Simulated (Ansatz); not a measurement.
Relaxed-ion elastic tensor of BeS (zinc blende, F-43m) in GPa (Voigt order), the program Ansatz at the LDA level (PAW); density 2.47 g/cm³, 13.79 Å³ per atom.

```csv
,1,2,3,4,5,6
1,168,68.9,68.9,0.0,0.0,0.0
2,68.9,168,68.9,0.0,0.0,0.0
3,68.9,68.9,168,0.0,0.0,0.0
4,0.0,0.0,0.0,87.0,0.0,0.0
5,0.0,0.0,0.0,0.0,87.0,0.0
6,0.0,0.0,0.0,0.0,0.0,87.0
```

**Question.** Is the crystal mechanically stable?

**Answer.** Yes: the smallest eigenvalue of C is 87.0 GPa.

**Question.** Work out the Voigt, Reuss and Hill averages.

**Answer.** K_V = 102, K_R = 102, K_H = 102; G_V = 72.1, G_R = 67.0, G_H = 69.5 GPa.

**Question.** Give Young's modulus, Poisson's ratio, Pugh's ratio and the universal anisotropy index.

**Answer.** E = 9KG/(3K + G) = 170 GPa; ν = 0.22; K/G = 1.47 (brittle by the Pugh limit of 1.75); A_U = 5G_V/G_R + K_V/K_R − 6 = 0.38.

**Question.** Estimate the sound speeds and the Debye temperature.

**Answer.** v_l = √((K + 4G/3)/ρ) = 8880 m/s, v_t = √(G/ρ) = 5300 m/s, mean 5870 m/s; Θ = (h/k)(3n/4πV)^(1/3) v_m = 729 K.

**Question.** Give the Zener ratio and Young's modulus along [100], [110] and [111].

**Answer.** A = 2C44/(C11 − C12) = 1.75; 1/E = S11 − 2(S11 − S12 − S44/2)Γ with Γ = 0, 1/4, 1/3 gives 128, 177, 203 GPa.

**Question.** Solve the Christoffel equation for the three sound speeds along [100], [110], [111].

**Answer.** Eigenvalues of C_ijkl n_j n_l equal ρv² (piezoelectric stiffening left out). In km/s, slowest first: [100] 5.93, 5.93, 8.25; [110] 4.49, 5.93, 9.12; [111] 5.02, 5.02, 9.39.

The LDA relaxation kept the symmetry of its start.

Potentials: the earlier of the program's two PAW sets. The files were generated under PBE; for other functionals the program regenerates the frozen cores, and for LDA and PBEsol the local potential too.
